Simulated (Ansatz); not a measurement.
W: random displacements

Theory: DFT PBEsol, scalar-relativistic, plane waves, PAW in Ansatz. The runs took a 420 eV cutoff, a Γ-centred 10×10×10 mesh and Gaussian smearing (0.15 eV). Spin–orbit coupling is left out, which can shift energies with elements as heavy as these. No spin polarisation. Energies are free energies at this smearing, counted from the undisturbed cell; pressure is positive in compression.

Reference structure (as given, not relaxed at this level; this fcc form isn't the usual structure):

```
W
1.0
    -4.06000    4.06000    0.00000
     0.00000    4.06000   -4.06000
    -4.06000    0.00000   -4.06000
W
8
Direct
  0.00000 0.50000 0.50000
  0.00000 0.00000 0.50000
  0.00000 0.50000 0.00000
  0.00000 0.00000 0.00000
  0.50000 0.50000 0.50000
  0.50000 0.00000 0.50000
  0.50000 0.50000 0.00000
  0.50000 0.00000 0.00000
```

The atoms are displaced (Å, in the unstrained cell):

```csv
atom,ux,uy,uz
W1,0.138,0.284,0.075
W2,-0.023,0.089,-0.415
W3,0.096,-0.176,-0.091
W4,-0.742,0.268,0.740
W5,0.678,0.654,-0.228
W6,0.086,-0.474,0.181
W7,-0.032,-0.241,0.126
W8,-0.201,-0.403,-0.387
```

Strain (Voigt, engineering shear): (0.0467, 0.0644, 0.0068, -0.0362, -0.0613, 0.0055).

Q: What are the energy change, the stress and the forces?

A: ΔE = 4109.7 meV/atom; stress (xx, yy, zz, yz, xz, xy; compression positive) (87.83, 69.69, 50.50, -19.83, 2.01, 60.07) GPa.
| atom | Fx (eV/Å) | Fy | Fz |
| --- | --- | --- | --- |
| W1 | -0.46 | -3.60 | -0.87 |
| W2 | 1.76 | -1.37 | -2.04 |
| W3 | -0.97 | 1.67 | 2.06 |
| W4 | 7.00 | -6.53 | -10.96 |
| W5 | -53.42 | -60.07 | 24.91 |
| W6 | -7.79 | 16.60 | -13.83 |
| W7 | -6.04 | -0.92 | 7.73 |
| W8 | 59.92 | 54.22 | -6.98 |

Cost: 1 run of about 6.4 core-minutes, on Arm Neoverse V2 (shared hosts).